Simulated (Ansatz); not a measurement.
Ag (fcc, Cu type), conventional cell a = b = c = 4.055 Å, α = β = γ = 90.00°. The calculation uses the primitive cell of 1 atom, to which meshes and values per cell refer.

Equation-of-state scan: isotropic scaling of the cell above, V₀ being its volume. Symmetry pins the atoms to their sites.

The numbers are results of PBEsol (plane waves to 420 eV, PAW, scalar-relativistic; Ansatz, a program for electronic structure), not measurements. k mesh 20×20×20 (Γ-centred), Fermi-Dirac smearing 0.05 eV. Energies are smeared free energies. Compression counts positive. Ag was relaxed with its symmetry unable to fall. The PAW data are Ansatz's earlier set. ΔE is measured from the relaxed starting cell.

```
a (Å)   ΔE (eV/atom)  P (GPa)
------  ------------  -------
3.8258         0.234     33.9
3.8738         0.138     24.0
3.9206         0.072     16.0
3.9664         0.029      9.5
4.0111         0.007      4.3
4.0548         0.000      0.0
4.0976         0.006     -3.4
4.1395         0.022     -6.2
4.1806         0.047     -8.4
4.2209         0.078    -10.2
4.2604         0.114    -11.6
```

What the scan shows:

```yaml
pressure_at_the_smallest_volume: 33.9 GPa
energy_cost_of_the_largest_compression: 234 meV/atom
energy_cost_of_the_largest_expansion: 114 meV/atom
Bulk modulus B₀ (third-order Birch-Murnaghan fit): 119 GPa
Pressure derivative B₀′ (fit): 5.7
equilibrium_volume_of_the_fit: 16.67 Å³/atom
Pressure for 5 % compression (fit): 7.1 GPa
```

(A scan under strain: stresses follow from slopes of the energy per volume, elastic moduli from its curvatures.)
